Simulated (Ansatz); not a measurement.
# Ti: clamped-ion strain scan

Theory: DFT PBEsol, scalar-relativistic, plane waves, PAW in Ansatz. Cutoff 420 eV, Γ-centred 20×20×20 k-points, Gaussian smearing of 0.15 eV. No spin polarisation. Energies are free energies at this smearing, counted from the undisturbed cell; pressure is positive in compression.

Reference structure (as given, not relaxed at this level; it stands at -0.3 GPa; this fcc form isn't the usual structure):

```
Ti
1.0
     0.00000    2.03000    2.03000
     2.03000    0.00000    2.03000
     2.03000    2.03000    0.00000
Ti
1
Direct
  0.00000 0.00000 0.00000
```

The cell is strained by ε times the Voigt pattern (0, 0, 1, 0, 0, 0) (xx, yy, zz, yz, xz, xy; engineering shear) with fractional coordinates fixed. The cell is metallic on the mesh throughout.

| ε | ΔE (meV/atom) | stress summed along the pattern (GPa, tension positive) | pressure (GPa) |
| --- | --- | --- | --- |
| -0.0400 | 10.8 | -5.57 | 4.7 |
| -0.0300 | 5.8 | -4.05 | 3.3 |
| -0.0200 | 2.3 | -2.56 | 2.1 |
| -0.0100 | 0.4 | -1.12 | 0.9 |
| 0.0000 | 0.0 | 0.28 | -0.3 |
| 0.0100 | 1.0 | 1.63 | -1.4 |
| 0.0200 | 3.4 | 2.93 | -2.5 |
| 0.0300 | 7.1 | 4.16 | -3.5 |
| 0.0350 | 9.4 | 4.76 | -4.0 |
| 0.0400 | 12.1 | 5.34 | -4.5 |